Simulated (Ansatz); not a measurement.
Level of theory: Ansatz, DFT PBE, scalar-relativistic, plane waves, PAW. All cells share a 420 eV cutoff and Γ-centred k meshes spaced about 0.3 Å⁻¹ or finer (0.25 for metals, 2π included). No spin polarisation.

This relaxed LaTa2GeN3 cell comes from a structure search over trial cells.

```
CELL_PARAMETERS angstrom
5.30699 0.00000 0.00000
-2.28912 5.25022 0.00000
-0.51197 -2.98171 5.41927
ATOMIC_POSITIONS crystal
La 0.59927 0.07984 0.52812
Ta 0.70844 0.46904 0.20287
Ta 0.97629 0.00366 0.02817
Ge 0.04927 0.69851 0.62484
N 0.36412 0.21729 0.24390
N 0.84320 0.24267 0.95991
N 0.70942 0.78899 0.16218
```

Problem. Does it survive phonon and random-displacement tests?

Solution. As far as tested, yes. The phonons at Γ show no imaginary mode. After random moves of the atoms it relaxes back. Other q points weren't tested. The optical modes at Γ run from 52 to 861 cm⁻¹ without the long-range field that lifts LO modes in polar insulators. La has 3 N at 2.48–2.62 Å, 2 Ge at 3.14–3.15 Å, 5 Ta at 3.49–3.82 Å, 1 Ge at 3.98 Å, 3 N at 4.08–4.18 Å and 3 Ta at 4.10–4.33 Å; around Ta on its first site lie 3 N at 1.94–1.95 Å, 1 Ge at 2.52 Å, 3 Ta at 3.35–3.47 Å and 3 La at 3.49–3.72 Å; Ge is surrounded by 2 Ta at 2.52–2.57 Å and 2 La at 3.14–3.15 Å; N on its first site is surrounded by 2 Ta at 1.93–1.94 Å and 1 La at 2.62 Å; 3 more sites not described.

These runs have no spin–orbit coupling, which can matter for Ta.
